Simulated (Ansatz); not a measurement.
TaRu:
```yaml
crystal:
  lattice:
    - [3.13938, 0.00000, 0.00000]
    - [0.00000, 3.13938, 0.00000]
    - [0.00000, 0.00000, 3.13938]
  atoms:
    - { symbol: Ta, position: [0.50000, 0.50000, 0.50000] }
    - { symbol: Ru, position: [0.00000, 0.00000, 0.00000] }
```

Relaxed with PBEsol. Special points in fractions of this cell's reciprocal vectors: Γ (0.000, 0.000, 0.000); X (0.000, 0.500, 0.000); M (0.500, 0.500, 0.000); R (0.500, 0.500, 0.500).

Question: List the band energies nearest the Fermi level at these points for the program Ansatz at the PBEsol with spin–orbit coupling level (PAW).

Answer: In eV from the Fermi level; about four levels below and three above (degenerate sets whole), none deeper than 8.9 eV; points with the same levels are listed once.

```
k                                below                above
-  -----------------------------------  -------------------
Γ  -2.58 -2.58 -2.58 -2.58 -2.33 -2.33  1.03 1.03 1.03 1.03
X              -1.44 -1.44 -0.24 -0.24  0.09 0.09 0.87 0.87
M              -4.28 -4.28 -0.39 -0.39  0.09 0.09 0.17 0.17
R              -0.29 -0.29 -0.29 -0.29  4.47 4.47 4.47 4.47
```

Space group Pm-3m (CsCl type). The first step of the workflow began from a Materials Project structure, measured or hypothetical; the Crystallography Open Database files this formula in space group No. 221, but the cells were not matched. Its standing as an ambient phase is unchecked. The cell was relaxed with PBEsol under the symmetry of its start. At this level the phase is mechanically unstable. The run is not spin-polarised.

Potentials: the later of the program's two PAW sets.
